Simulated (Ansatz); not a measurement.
I:
```yaml
crystal:
  lattice:
    - [3.75246, -2.19640, 0.00000]
    - [3.75246, 2.19640, 0.00000]
    - [0.00000, 0.00000, 9.62326]
  atoms:
    - { symbol: I, position: [0.82639, 0.17361, 0.12277] }
    - { symbol: I, position: [0.17361, 0.82639, 0.87723] }
    - { symbol: I, position: [0.32639, 0.67361, 0.37723] }
    - { symbol: I, position: [0.67361, 0.32639, 0.62277] }
```

Relaxed with PBEsol.

Question: Which orbitals make up the states near the band edges in plane-wave PAW PBEsol (Ansatz code)?

Answer: Top 1 eV of the valence band: I 5p 98 %. Bottom 1 eV of the conduction band: I 5p 96 %. Projections are on Löwdin-orthogonalised atomic valence shells; empty p or d shells of many metals are not among them.

Question: Tabulate the density of states.

Answer: States/eV per cell of 4 atoms, in 0.25 eV bins, energy from the valence-band maximum.

```
E (eV)  total  I 5p  I 5s
------  -----  ----  ----
-7.85    0.00  0.00  0.00
-7.60    0.00  0.00  0.00
-7.35    0.00  0.00  0.00
-7.10    0.00  0.00  0.00
-6.85    0.00  0.00  0.00
-6.60    0.00  0.00  0.00
-6.35    0.00  0.00  0.00
-6.10    0.00  0.00  0.00
-5.85    0.00  0.00  0.00
-5.60    0.00  0.00  0.00
-5.35    0.00  0.00  0.00
-5.10    0.25  0.24  0.00
-4.85    4.04  3.96  0.05
-4.60    5.05  4.92  0.10
-4.35    2.69  2.59  0.08
-4.10    1.23  1.17  0.05
-3.85    1.66  1.58  0.07
-3.60    2.64  2.55  0.08
-3.35    3.36  3.25  0.08
-3.10    3.33  3.24  0.07
-2.85    3.31  3.21  0.07
-2.60    3.59  3.50  0.07
-2.35    4.07  3.97  0.06
-2.10    5.14  5.03  0.07
-1.85    5.40  5.29  0.06
-1.60    5.13  5.02  0.06
-1.35    5.20  5.06  0.08
-1.10    5.54  5.41  0.07
-0.85    5.83  5.72  0.05
-0.60    6.62  6.52  0.05
-0.35    4.48  4.39  0.05
-0.10    1.44  1.41  0.02
0.15     0.00  0.00  0.00
0.40     0.00  0.00  0.00
0.65     0.00  0.00  0.00
0.90     1.37  1.30  0.04
1.15     2.71  2.57  0.07
1.40     3.83  3.67  0.06
1.65     4.27  4.12  0.04
1.90     2.71  2.64  0.02
2.15     1.11  1.09  0.01
2.40     0.00  0.00  0.00
2.65     0.00  0.00  0.00
2.90     0.00  0.00  0.00
3.15     0.00  0.00  0.00
3.40     0.00  0.00  0.00
3.65     0.00  0.00  0.00
3.90     0.00  0.00  0.00
4.15     0.00  0.00  0.00
4.40     0.00  0.00  0.00
4.65     0.22  0.00  0.00
4.90     0.68  0.01  0.00
5.15     1.64  0.01  0.00
5.40     2.84  0.02  0.00
5.65     3.75  0.03  0.00
```

Space group Cmce (molecular I2 type). The PBEsol relaxation kept the symmetry of its start. A crystal of weakly bound units computed without a dispersion correction: the cell and the soft elastic constants depend strongly on that. Scalar-relativistic: spin–orbit coupling is off unless named, which matters more the heavier the elements.

Potentials: the later of the program's two PAW sets.
